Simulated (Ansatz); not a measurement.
A: GaAs (zinc blende), a = 5.746 Å, b = 5.746 Å, c = 5.746 Å, α = 90.00°, β = 90.00°, γ = 90.00°
B: Li (bcc, W type), a = b = c = 3.435 Å, α = β = γ = 90.00°
C: V (bcc, W type), a = 2.997 Å, b = 2.997 Å, c = 2.997 Å, α = 90.00°, β = 90.00°, γ = 90.00°
D: Na (bcc, W type), a = b = c = 4.197 Å, α = β = γ = 90.00°

Scan: energy against volume (even scaling of the relaxed cell, symmetry kept). One method and one kind of scan serve all of them; meshes and ranges differ. All were relaxed with their symmetry unable to fall. The PAW data are Ansatz's earlier set. V is run without spin polarisation.

**Question.** Order them by bulk modulus (fitted) (lowest first) at the level PBE (plane waves to 420 eV, PAW, scalar-relativistic; Ansatz, an electronic-structure program).

**Answer.** D (7.8 GPa), B (13.9 GPa), A (60.4 GPa), C (182 GPa)

(Under strain, the slope of the energy per volume gives the stress and its curvature an elastic modulus.)
